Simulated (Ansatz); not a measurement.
Tc: electron density at the nuclei under pressure

```xyz
2
Lattice="2.7400 0.0000 0.0000 -1.3700 2.3729 0.0000 0.0000 0.0000 4.3980" Properties=species:S:1:pos:R:3 pbc="T T T"
Tc    0.0000    1.5819    1.0995
Tc    1.3700    0.7910    3.2985
```

Atom numbers follow the list: Tc1, Tc2.

The cell comes from COD entry 1541062, which wasn't checked; take it as a given geometry.

Computed with DFT, LDA, all-electron PAW with datasets made for the crystal, scalar-relativistic in Ansatz 0.2.0.

Settings: a Γ-centred 17×17×9 k mesh, Fermi–Dirac smearing of 0.08 eV, cutoff 300 eV (chosen by the program for this cell), no spin polarisation.

The contact density is the mean electron density over the nuclear volume; its changes follow the s electrons' response to bonding and compression. Changes below are taken from the unscaled cell, where it is 652539 e/Å³ at Tc1.

Volumes at which the program chose other datasets or cutoffs are left out.

| V/V(cell) | P (GPa) | Δρ(0) Tc1 (e/Å³) |
| --- | --- | --- |
| 0.9900 | -8.7 | 0.68 |
| 1.0000 | -11.7 | 0.00 |
| 1.0100 | -14.5 | ? |
| 1.0200 | -17.2 | -1.33 |
| 1.0400 | -22.0 | ? |
| 1.0600 | -26.4 | ? |

Problem. Fill in "Δρ(0) Tc1 (e/Å³)" for the row "1.0100".

Solution. -0.67.

Problem. What belongs in the row "1.0600", column "Δρ(0) Tc1 (e/Å³)"?

Solution. -3.93.

Problem. Fill in "Δρ(0) Tc1 (e/Å³)" for the row "1.0400".

Solution. -2.64.

The datasets are made afresh for each cell, so very small changes are uncertain.
